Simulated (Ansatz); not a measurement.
The start is a generated cell, Te2Mo placed in the fluorite structure type. The structure is fully relaxed (lattice and positions, P = 0) with PBE (plane waves to 420 eV, PAW, scalar-relativistic; Ansatz, a first-principles code). First-step values are on the input's coarse k-mesh.

Ansatz input (later rounds restart from its end on a renewed k-mesh):
Ansatz 0.2 input:
```yaml
crystal:
  lattice:
    - [0, 3.353625, 3.353625]
    - [3.353625, 0, 3.353625]
    - [3.353625, 3.353625, 0]
  atoms:
    - { symbol: Mo, position: [0, 0, 0] }
    - { symbol: Te, position: [0.25, 0.25, 0.25] }
    - { symbol: Te, position: [0.75, 0.75, 0.75] }
basis: { ecutwfc: 420, ecutrho_ratio: 4, xc_grid: 2, fft_grid_basis: typed }
kpoints: { mp_grid: { grid: [6, 6, 6] } }
hamiltonian:
  xc: pbe
  dispersion: none
  pseudopotentials: { azcp: { folder: ./paw }, kind: paw }
scf: { occupations: { method: fermi_dirac, width: 0.05 } }
relax: { f_tol: 0.01, max_steps: 100, cell: { stress_tol: 0.02 } }
output: { forces: true, stress: true }
```

### Question
What pressure does the first self-consistent step give?

### Answer
-2 GPa (negative: the cell is under tension).

### Question
How much energy is released per atom?

### Answer
0.01 eV/atom.

### Question
How do the shortest distances between atoms change?

### Answer
The closest pairs of elements (up to four, under 3.6 Å), start → end: Mo–Te 2.90 → 2.88 Å; Te–Te 3.35 → 3.33 Å.

### Question
Give the final cell and atomic positions.

### Answer

Space group Fm-3m (No. 225); a = b = c = 6.6578 Å, α = β = γ = 90.00°

```tsv
atom	site	symmetry	x	y	z
Mo	4a	m-3m	0.0000	0.0000	0.0000
Te	8c	-43m	0.2500	0.2500	0.2500
```
(The calculation used a cell of 3 atoms; values per cell refer to that cell.)

The space group stays Fm-3m (No. 225) (the run could not lower it); the end is AFLOW prototype AB2_cF12_225_a_c (C1, as in CaF2), with 3 atoms in the primitive cell. Final values are on a 12×12×12 k-mesh of the relaxed cell. No spin polarisation in the result. A magnetic state may lie lower.

The run could not lose the symmetry of its start: the end is stationary, and may be a saddle point rather than a minimum.

All atoms sit on sites fixed by symmetry, so only the cell could relax.

The relaxed structure here is a generated cell of Te2Mo: the first start was made by placing the elements on the sites of a structure type, and the end was not matched to a known phase here, so it may be hypothetical. Known forms of Te2Mo include space group No. 194.
